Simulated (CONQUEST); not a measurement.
A self-consistent single point of Zn3CdS4 (P2, 8 atoms in the cell; from Materials Project mp-981379, changed as shown).

```
CELL_PARAMETERS angstrom
      5.55344     0.00000     0.00000
      0.00000     5.55344     0.00000
      0.00000     0.00000     5.55344
ATOMIC_POSITIONS crystal
  Zn 0.00000 0.50000 0.50000
  Zn 0.49280 0.00000 0.50000
  Zn 0.50000 0.50000 0.00000
  Cd 0.00000 0.00000 0.00000
  S  0.26268 0.26268 0.26268
  S  0.26268 0.73732 0.73732
  S  0.73732 0.73732 0.26268
  S  0.73732 0.26268 0.73732
```

Method: PBEsol, numerical atomic orbitals double-zeta with polarisation (the shipped basis), PseudoDojo norm-conserving potentials made for PBEsol in CONQUEST.

CONQUEST settings:

| key | value |
|---|---|
| basis | DZP |
| Diag.MPMeshX, Y, Z | 5 5 5 |
| potentials | PseudoDojo norm-conserving PBEsol |
| Grid.GridCutoff | 175 Ha |
| DM.SolutionMethod | diagon |
| Diag.kT | 0.0001 Ha |
| Diag.GammaCentred | true |
| minE.SCTolerance | 1.0e-06 |
| SC.MaxIters | 100 |
| SC.LinearMixingFactor | 0.5 |
| AtomMove.TypeOfRun | static |

Results:

```
Quantity                                                   Value
------------------------------------------------  --------------
Number of valence electrons                                  104
Number of bands                                              128
Number of k-points after the program's reduction              63
Size of the basis                                            128
Number of SCF iterations                                       7
FFT grid                                            64 × 64 × 64
Free energy E − TS                                -23025.1113 eV
Pressure                                               -1.12 GPa
Largest force (vector length)                         0.247 eV/Å
```

Forces (eV/Å):
| atom | Fx | Fy | Fz |
|---|---|---|---|
| Zn1 | -0.049 | 0.000 | 0.000 |
| Zn2 | 0.247 | 0.000 | 0.000 |
| Zn3 | 0.071 | 0.000 | 0.000 |
| Cd4 | -0.050 | 0.000 | 0.000 |
| S5 | -0.114 | -0.004 | -0.105 |
| S6 | -0.114 | 0.004 | 0.105 |
| S7 | 0.006 | 0.107 | -0.018 |
| S8 | 0.006 | -0.107 | 0.018 |

Stress (GPa, positive for compression):
```
-1.12   0.00   0.00
 0.00  -1.12  -0.19
 0.00  -0.19  -1.11
```

For comparison: a first run was changed to give this one (atom 2 moved by -0.04 angstrom along x), and from it to this one the free energy stays essentially unchanged (within 1 meV/atom), the pressure hardly changes (-1.14 to -1.12 GPa) and the largest force goes from 0.102 to 0.247 eV/Å.

The program uses no crystal symmetry, so grid and mesh can part values that symmetry would make equal. The atom-centred basis is finite, which shifts total energies, pressures and forces against plane waves. The structure comes from a collection of computed structures, made at another level of theory; the collection holds predicted forms beside known ones. Its lattice was then scaled.

Cost on one core: roughly 50 core-seconds.
